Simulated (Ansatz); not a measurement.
Relaxed-ion elastic tensor of MgO in space group P4_2/mnm (No. 136; Mg on 4g, O on 4f) in GPa (Voigt order), PBEsol (plane waves, PAW; program Ansatz); density 2.69 g/cm³, 12.44 Å³ per atom.

```tsv
	1	2	3	4	5	6
1	122	96.0	95.8	0.0	0.0	0.0
2	96.0	122	95.8	0.0	0.0	0.0
3	95.8	95.8	205	0.0	0.0	0.0
4	0.0	0.0	0.0	44.4	0.0	0.0
5	0.0	0.0	0.0	0.0	44.4	0.0
6	0.0	0.0	0.0	0.0	0.0	67.1
```

Task: Is the crystal mechanically stable?

Result: Yes: the smallest eigenvalue of C is 26.0 GPa.

Task: Work out the Voigt, Reuss and Hill averages.

Result: K_V = 114, K_R = 108, K_H = 111; G_V = 41.9, G_R = 30.7, G_H = 36.3 GPa.

Task: Give Young's modulus, Poisson's ratio, Pugh's ratio and the universal anisotropy index.

Result: E = 9KG/(3K + G) = 98.1 GPa; ν = 0.35; K/G = 3.05 (ductile by the Pugh limit of 1.75); A_U = 5G_V/G_R + K_V/K_R − 6 = 1.89.

Task: Estimate the sound speeds and the Debye temperature.

Result: v_l = √((K + 4G/3)/ρ) = 7690 m/s, v_t = √(G/ρ) = 3670 m/s, mean 4130 m/s; Θ = (h/k)(3n/4πV)^(1/3) v_m = 531 K.

Task: Solve the Christoffel equation for the three sound speeds along x, y, z.

Result: Eigenvalues of C_ijkl n_j n_l equal ρv². In km/s, slowest first: x 4.06, 4.99, 6.73; y 4.06, 4.99, 6.73; z 4.06, 4.06, 8.72.

Task: How much does each axis shrink under pressure?

Result: Linear compressibilities β_i = Σ_j S_ij (j = 1 to 3): x 4.1, y 4.1, z 1.00 per TPa.

The start of the workflow was typed in or built on a structure type; neither database checked (COD, Materials Project) lists it. It is not the phase usual at ambient conditions (space group No. 225). The PBEsol relaxation kept the symmetry of its start; its stability against distortions is not shown here.

Potentials: the earlier of the program's two PAW sets. The files were generated under PBE; for other functionals the program regenerates the frozen cores, and for LDA and PBEsol the local potential too.
